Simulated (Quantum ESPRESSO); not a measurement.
## Li4W3Pd (one composition in several site orders)

A calculation, not a measurement. The program is pw.x of Quantum ESPRESSO 7.5 (plane-wave density functional theory). The cell is made up: eight metal atoms on a hexagonal close-packed lattice, with elements, volume, strain and displacements drawn at random and not relaxed, so it may be unstable or far from any real phase. PseudoDojo standard norm-conserving files set the functional (PBE unless stated); there is no spin polarisation or spin-orbit coupling, the Fermi-Dirac width of 0.25 eV means electrons at about 2900 K, and the masses in the input are unused placeholders. Heavy elements are run without spin-orbit coupling, which real alloys of them have. A spin test at this wide smearing found no moment, but such smearing suppresses magnetism that the real alloy may have.

The runs put one composition on the sites in different orders. Cell, positions, cutoff, mesh and smearing stay as in the input of run 1; sites are counted in its order. Stress in the tables is positive in tension.

Input of run 1:

```
&control calculation='scf', pseudo_dir='./dojo.nc.sr.pbe.v0_5.standard.upf', outdir='./o', disk_io='minimal', tprnfor=.true., tstress=.true. /
&system ibrav=0, nat=8, ntyp=3, nbnd=49, ecutwfc=82.02448710, nosym=.true., tot_charge=0,
 occupations='smearing', smearing='fd', degauss=0.0183746611
/
&electrons conv_thr=1.470e-08, electron_maxstep=70, mixing_beta=0.5 /
ATOMIC_SPECIES
Li 1.0 Li.upf
Pd 1.0 Pd.upf
W 1.0 W.upf
CELL_PARAMETERS angstrom
-2.8619 0.0 0.0
0.0 0.0 -4.7192
0.0 -9.9138 0.0
ATOMIC_POSITIONS angstrom
Li 0.0303 0.0351 -0.027
W -0.0193 -4.8949 -0.0347
Li 0.0233 -3.2925 -2.3622
Li 0.0111 -8.2832 -2.3576
Li -1.4134 -2.4585 0.0242
W -1.4357 -7.3161 0.0155
Pd -1.4384 -0.8525 -2.3724
W -1.3684 -5.807 -2.4027
K_POINTS automatic
8 5 3 1 1 1
```

| run | elements on sites 1 to 8 | free energy less that of run 1 (eV) | -TS (eV) | pressure (GPa) | stress xx (GPa) | stress yy (GPa) | stress zz (GPa) | stress yz (GPa) | stress xz (GPa) | stress xy (GPa) | iterations |
| --- | --- | --- | --- | --- | --- | --- | --- | --- | --- | --- | --- |
| 1 | Li W Li Li Li W Pd W | 0.000 | -1.156 | -7.89 | 13.47 | 1.96 | 8.25 | 0.26 | -0.05 | 0.00 | 19 |
| 2 | Li Li Li W W Li Pd W | 2.421 | -1.409 | -11.87 | 21.02 | 11.10 | 3.48 | -0.11 | 0.00 | -0.39 | 17 |
| 3 | Li Pd Li W Li W W Li | 0.332 | -1.233 | -9.91 | 18.08 | 5.60 | 6.05 | -0.22 | -0.01 | -0.16 | 18 |
| 4 | Pd Li W W Li W Li Li | 2.306 | -1.590 | -9.67 | 19.77 | 0.25 | 8.98 | 0.04 | -0.01 | -0.17 | 19 |
| 5 | Li W Pd W Li W Li Li | 0.336 | -1.299 | -9.87 | 15.89 | 4.65 | 9.07 | -0.13 | -0.01 | 0.07 | 18 |
| 6 | W Li Li Li W W Pd Li | 1.553 | -1.437 | -9.98 | 19.48 | 9.37 | 1.09 | 0.04 | 0.01 | 0.09 | 17 |

Forces Fx Fy Fz (eV/Å):

| site | run 1 | run 2 | run 3 | run 4 | run 5 | run 6 |
| --- | --- | --- | --- | --- | --- | --- |
| 1 | -0.04 -0.29 0.03 | -0.02 -0.01 0.07 | -0.06 -0.20 0.09 | -0.04 0.33 0.03 | -0.03 0.19 0.05 | 0.02 0.18 0.13 |
| 2 | -0.10 -1.56 0.01 | 0.13 -0.13 -0.01 | 0.05 -0.82 0.04 | 0.03 0.37 0.02 | 0.09 -0.17 0.03 | 0.06 0.12 0.01 |
| 3 | 0.04 0.51 -0.01 | 0.02 0.18 0.07 | -0.01 -0.45 0.02 | 0.03 0.12 0.04 | -0.01 -0.88 -0.01 | 0.00 0.34 0.09 |
| 4 | 0.01 -0.64 0.02 | -0.14 0.91 -0.07 | 0.08 -0.90 0.02 | 0.04 0.53 0.03 | 0.02 0.77 0.01 | -0.01 -0.05 -0.02 |
| 5 | -0.02 0.50 -0.03 | -0.02 0.52 -0.08 | 0.01 -0.03 -0.10 | 0.00 0.32 -0.10 | -0.01 -0.15 -0.04 | -0.05 1.54 -0.17 |
| 6 | -0.01 1.52 -0.01 | -0.01 -0.18 -0.16 | -0.04 0.31 -0.21 | -0.06 -1.88 -0.15 | 0.01 0.15 -0.20 | -0.09 -2.13 -0.20 |
| 7 | 0.02 0.13 -0.01 | 0.07 -0.03 0.00 | 0.01 1.60 0.03 | 0.05 0.01 0.00 | 0.04 -0.39 0.01 | 0.08 -0.01 0.03 |
| 8 | 0.09 -0.18 0.00 | -0.02 -1.27 0.18 | -0.04 0.49 0.12 | -0.04 0.21 0.13 | -0.11 0.48 0.14 | -0.01 0.02 0.12 |

The sites are displaced and not relaxed, so the energy differences mix bonding between neighbours with strain and are not ordering energies. A rerun of one cell of this series at a higher cutoff and on a denser mesh moved values by no more than 0.010 eV in energy, 0.07 GPa in stress and 0.008 eV/Å in force, and a second program with other atomic files agreed on that cell to 2 % rms in force and 0.5 GPa in pressure.